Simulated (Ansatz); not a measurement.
# YbGe₂ (AlB2-type structure)

Computed with Ansatz (plane waves, PAW, 420 eV cutoff): PBEsol, scalar-relativistic, no spin polarisation, 10×10×8 k-mesh, Gaussian smearing of 0.05 eV. The datasets are Ansatz's generated set soft_2.

```xyz
3
Lattice="4.2997 0.0000 0.0000 -2.1498 3.7236 0.0000 0.0000 0.0000 3.8935" Properties=species:S:1:pos:R:3 pbc="T T T"
Yb    0.0000    0.0000    0.0000
Ge    0.0000    2.4824    1.9468
Ge    2.1498    1.2412    1.9468
```

This is a trial structure made by placing the elements on a prototype's sites, so it needn't be the stable form.

The cell above was scaled in volume, and shape and atoms were relaxed at each volume within its symmetry. Energies are counted from the cell above.

Cell and atoms are those of this level's equilibrium.

```json
{"V (Å³/atom)": "19.95", "ΔE (meV/atom)": "6.0", "P (GPa)": "2.3"}
{"V (Å³/atom)": "20.36", "ΔE (meV/atom)": "1.5", "P (GPa)": "1.1"}
{"V (Å³/atom)": "20.78", "ΔE (meV/atom)": "0.0", "P (GPa)": "0.0"}
{"V (Å³/atom)": "21.19", "ΔE (meV/atom)": "1.3", "P (GPa)": "-0.9"}
{"V (Å³/atom)": "21.61", "ΔE (meV/atom)": "5.0", "P (GPa)": "-1.8"}
```

What do the points give for the equilibrium volume, the bulk modulus and its pressure derivative (third-order Birch–Murnaghan)?

V0 = 20.78 Å³/atom, B0 = 52 GPa, B0′ isn't fixed: the energies give 5.9, and a fit of the pressures differs by over 0.35.

B0·V0 = 52.5 GPa × 20.78 Å³ = 6.81 eV/atom sets the scale: near the minimum ΔE ≈ ½ B0 V0 x², with x = V/V0 − 1, and a pressure of 0.5 GPa squeezes the volume by about 1 %. At the ends of the curve: x = −4.0 % predicts 5.5 meV/atom and the run gives 6.0; x = +4.0 % predicts 5.4 meV/atom and the run gives 5.0. The curve is steeper than the parabola on the compressed side and flatter on the expanded side: the bulk modulus rises with pressure.

Without a U the 4f levels of Yb lie too near the Fermi level, so their share of the states there, and what hangs on it, is overstated. These numbers lack spin–orbit coupling. Spin polarisation wasn't allowed in this run, so with an open shell this may not be the ground state. The run is a metal.
